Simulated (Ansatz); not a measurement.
**Stress against strain in SbPt**

```yaml
crystal:
  lattice:
    - [4.13000, 0.00000, 0.00000]
    - [-2.06500, 3.57668, 0.00000]
    - [0.00000, 0.00000, 5.47200]
  atoms:
    - { symbol: Sb, position: [0.33333, 0.66667, 0.25000] }
    - { symbol: Sb, position: [0.66667, 0.33333, 0.75000] }
    - { symbol: Pt, position: [0.00000, 0.00000, 0.00000] }
    - { symbol: Pt, position: [0.00000, 0.00000, 0.50000] }
```

Atom numbers follow the list: Sb1, Sb2, Pt3, Pt4.

The cell is COD entry 1010041, as deposited and not checked against the literature; nothing was relaxed.

Spin–orbit coupling is left out, though it moves levels of the heavy atoms by tenths of an eV or more.

The calculation used DFT, LDA, all-electron LAPW, scalar-relativistic in Ansatz 0.2.0.

The runs use a Γ-centred 11×11×8 k mesh, Fermi–Dirac smearing of 0.08 eV, basis error target 0.5 meV/atom, no spin polarisation.

The strain is applied along the Cartesian axes of the cell as listed (the other components stay zero). Fractional coordinates are held (clamped ions).

σ is the change of stress from the unstrained cell, which is at -0.07 GPa; tension is positive, so slopes are stress–strain coefficients at that pressure. In a metal the k mesh adds noise.

Only quantities that a quadratic follows smoothly over the whole series are listed; rougher ones are left out.

| εxx = εyy | σzz (GPa) | σxx (GPa) |
| --- | --- | --- |
| -0.0200 | -5.24 | -7.06 |
| -0.0100 | -2.42 | -3.36 |
| 0.0000 | 0.00 | 0.00 |
| 0.0200 | 3.83 | 5.80 |

Task: Fit the series and read off the stiffness at zero strain.

Result: Least-squares fits y = p0 + p1 x + p2 x² to the rows give σzz (GPa): p1 = 227, p2 = -1800; σxx (GPa): p1 = 321, p2 = -1600. So C13 + C23 = 227 GPa and C11 + C12 = 321 GPa, for these axes.

Task: One run, at εxx = εyy = 0.0100, is withheld. Predict its row.

Result: The fits give 2.10, 3.06; the run gave 2.06, 3.05.
